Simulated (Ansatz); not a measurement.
Input and command of a calculation in Ansatz (plane waves; scalar-relativistic PAW potentials unless the input names others):

```yaml
crystal:
  lattice:
    - [2.8500694993, 0.1869645591, 0.0]
    - [-1.2631186918, 2.3747503094, 0.0]
    - [0.0, 0.0, 4.6373174459]
  atoms:
    - { symbol: Al, position: [0.6666666667, 0.3333333333, 0.75] }
    - { symbol: Al, position: [0.3333333333, 0.6666666667, 0.25] }
kpoints:
  mp_grid: { grid: [12, 12, 7] }
hamiltonian:
  xc: pbesol
scf:
  occupations: { method: gaussian, width: 0.15 }
  initial_density: { chi_scale: 0.1 }
output:
  forces: true
  eigenvalues: true
  stress: true
accuracy: low
```

```bash
ansatz run input.yaml --threads 1 --pin off --max-ram 2560MiB --backend cpu --events-out ev --progress --plain --runs-dir out
```

Abridged log:
```
Pseudopotentials: kind: paw
Pseudopotential: Al, paw, valence charge 3, recommended cutoff 420 eV (normal)
Functional definition: PBEsol
Crystal: 2 atoms, lattice volume = 32.481 Å³
Basis set: ecut = 420 eV, 639 PW (Γ), exchange–correlation on 40×36×64 points (8 copies of the dense FFT grid, shifted against one another)
Bands: 7, of which v1, the nominal top of the filled ones, is band 3 counted from 1 (2 counted from 0)
Symmetry: 4 space group operations
Space group: P21/m (ITA 11), of the structure as read, at distance tolerance 3.2e-5 Å
k-points: 296 of 1008
Initial density: superposition of atomic densities (chi_scale 0.1, normalization cell)
Initial wavefunctions: pseudopotential atomic-orbital guess
Functional: x = pbesol(κ = 0.804, μ = 0.12345679), c = pbesol(β = 0.046)
SCF iter   1: F=—  HF=-1049.072873 eV  |F-HF|=—  |Δ(HF+E_count)|=         —  Δρ=2.32e-2  dr2=1.86e-1  ethr=3.10e-3  ⟨swp⟩=4.6  Hψ=16295  notcnv=0
SCF iter   2: F=—  HF=-1049.023225 eV  |F-HF|=—  |Δ(HF+E_count)|=   4.96e-2  Δρ=1.51e-2  dr2=7.97e-2  ethr=3.10e-3  ⟨swp⟩=1.0  Hψ=4440  notcnv=0
SCF iter   3: F=—  HF=-1048.979268 eV  |F-HF|=—  |Δ(HF+E_count)|=   4.40e-2  Δρ=3.14e-4  dr2=1.11e-5  ethr=1.33e-3  ⟨swp⟩=1.3  Hψ=2136  notcnv=0
SCF iter   4: F=—  HF=-1048.979206 eV  |F-HF|=—  |Δ(HF+E_count)|=   6.24e-5  Δρ=6.13e-5  dr2=7.95e-7  ethr=1.85e-7  ⟨swp⟩=2.0  Hψ=2989  notcnv=0
SCF iter   5: F=-1048.979225 eV  HF=-1048.979225 eV  |F-HF|=9.99e-9  |Δ(HF+E_count)|=   1.91e-5  Δρ=7.59e-6  dr2=2.22e-8  ethr=1.67e-9  ⟨swp⟩=6.1  Hψ=11418  notcnv=0
SCF 1 converged in 5 iterations: F = -1048.979225 eV  dr2 = 2.22e-8
SCF converged after 5 iterations
Free energy (F): -1048.979225 eV
Harris-Foulkes:  -1048.979225 eV  (|F-HF|=9.99e-9)
Internal energy: -1048.969615 eV  (E = F + TS)
E sigma→0 (E₀):  -1048.974420 eV
Entropy (-TS):   -0.009610 eV (-4.805 meV/atom)
Fermi energy:    8.044486 eV
--- Forces (eV/Å), atoms counted from 1 ---
  atom   1  Al     0.04951499    -0.01767554     0.00000000
  atom   2  Al    -0.04951499     0.01767554     0.00000000
--- Stress (GPa, compression-positive) ---
        0.846963      -3.729995       0.000000
       -3.729995       2.812876       0.000000
        0.000000       0.000000       0.717267
  P = ⅓ Tr σ = 1.4590 GPa (14.590 kbar)
```

Apart from outputs and empty bands, the input differs from a reference run on usual settings in scf.initial_density.chi_scale: not typed → 0.1; kpoints.mp_grid.grid: [24, 24, 14] → [12, 12, 7]; accuracy: not typed → "low"; basis.ecutwfc: 420 → not typed. The reference, at the same geometry (not necessarily relaxed), gave pressure 1.43 GPa, largest force 0.055 eV/Å, no gap on the mesh. This run converged in 5 SCF iterations (reference: 6) with an energy at zero smearing 0.84 meV/atom above the reference's, pressure 1.46 GPa, largest force 0.053 eV/Å, no gap on the mesh. Its k mesh and accuracy level are looser than usual, yet energy, pressure and forces hardly moved.

The run took 3.4 s on 1 thread of Arm Neoverse V2 (shared host), peak memory 0.31 GiB.